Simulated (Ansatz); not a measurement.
# Phonon-limited resistivity of ScPd — Ansatz, plane waves and PAW

Space group Pm-3m (No. 221), 2 atoms in the cell of the first input below: a = 3.268 Å, b = 3.268 Å, c = 3.268 Å, α = 90.00°, β = 90.00°, γ = 90.00°.

The cell was built from a prototype of a structure type listed for this compound, relaxed without spin–orbit coupling to zero pressure (pressure 0.0 GPa with this functional, without spin–orbit coupling). Functional: PBEsol.

Input:

```yaml
crystal:
  lattice:
    - [3.2683626003, 0.0, 0.0]
    - [0.0, 3.2683626003, 0.0]
    - [0.0, 0.0, 3.2683626003]
  atoms:
    - { symbol: Sc, position: [0.0, 0.0, 0.0] }
    - { symbol: Pd, position: [0.5, 0.5, 0.5] }
basis:
  ecutwfc: 420
  ecutrho_ratio: 4
kpoints:
  mp_grid: { grid: [10, 10, 10] }
hamiltonian:
  xc: pbesol
scf:
  occupations: { method: methfessel_paxton, width: 0.2 }
output: {}
phonons:
  supercell: [2, 2, 2]
  qpath:
    path:
      - [[0.0, 0.0, 0.0], [0.0, 0.5, 0.0], [0.5, 0.5, 0.0], [0.0, 0.0, 0.0], [0.5, 0.5, 0.5], [0.0, 0.5, 0.0]]
      - [[0.5, 0.5, 0.5], [0.5, 0.5, 0.0]]
    npoints: 6
  electrical_resistivity: { mesh: [20, 20, 20], temperatures: [50, 100, 200, 300, 500] }
  superconductivity: { mesh: [20, 20, 20], eliashberg_equations: false }
```

```bash
ansatz run input.yaml --threads 8 --pin off --max-ram 15360MiB --backend cpu --events-out ev --progress --plain --runs-dir out
```

Time: 43 s on 8 threads of Arm Neoverse V2 (shared host), peak memory 2.3 GiB.

λ_tr,xx from the finest mesh down: 0.445, 0.459, 0.818. The next coarser mesh moves the resistivity at 300 K by 14 % along the axis that moves most.

The run gives λ_tr,xx = 0.445 and a Drude plasma energy ħω_p,xx = 6.50 eV.

Q: Estimate the resistivity along x at 300 K from the high-temperature formula.

A: ħ/τ = 2π λ_tr k_B T = 0.0723 eV and ρ = 1/(ε0 ω_p² τ) = 12.72 μΩ cm. The Boltzmann solution gives 11.55 μΩ cm, so the estimate is 10 % high, which is less than the mesh moves the solution along x.

| T (K) | ρ_xx (μΩ cm) | ρ_zz (μΩ cm) | formula, xx | R_H, field along x, y or z (10⁻¹¹ m³/C) |
| --- | --- | --- | --- | --- |
| 50 | 1.00 | 1.00 | 2.12 | -4.13* |
| 100 | 3.22 | 3.22 | 4.24 | – |
| 200 | 7.51 | 7.51 | 8.48 | -2.97* |
| 300 | 11.55 | 11.55 | 12.72 | -3.06* |
| 500 | 19.36 | 19.36 | 21.21 | -3.45* |

A star marks Hall coefficients that aren't converged: the next coarser mesh moves them by over a fifth (field along z at 300 K: -3.06 against -1.88). A dash marks a Hall coefficient that the run withholds. At 300 K the next coarser mesh moves R_H by up to 39 %.

At 50 K the solution is 0.47 times the linear formula, and at 500 K 0.91 times. The formula is meant for temperatures above the phonon energies and for bands that vary little within k_B T.

Caveats: not converged in the fine mesh; small supercell, couplings not converged in it.
